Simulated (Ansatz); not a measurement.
CuAu (L1₀ or tetragonal B2, P4/mmm) at seven volumes, PBE in the plane-wave PAW code Ansatz, shape and atoms relaxed at each. One row is withheld.

```tsv
V (Å³/atom)	P (GPa)
13.652	17.19
14.102	10.32
14.552	4.66
15.002	0.00
15.452	-3.84
15.902	-6.98
16.352	?
```

Fit the shown pressures and predict the withheld one.

P = (3/2)B₀(x^(7/2) − x^(5/2))[1 + (3/4)(B′ − 4)(x − 1)] with x = (V₀/V)^(2/3). Least squares on the six rows gives V₀ = 15.002 Å³/atom, B₀ = 141 GPa, B′ = 5.50. At V = 16.352, x = 0.9442 and P = -9.59 GPa. The run itself gave -9.54 GPa.

Symmetry was held in the PBE relaxation. No spin polarisation was allowed. Scalar-relativistic: spin–orbit coupling is off unless named, which matters more the heavier the elements.

Potentials: the later of the program's two PAW sets.
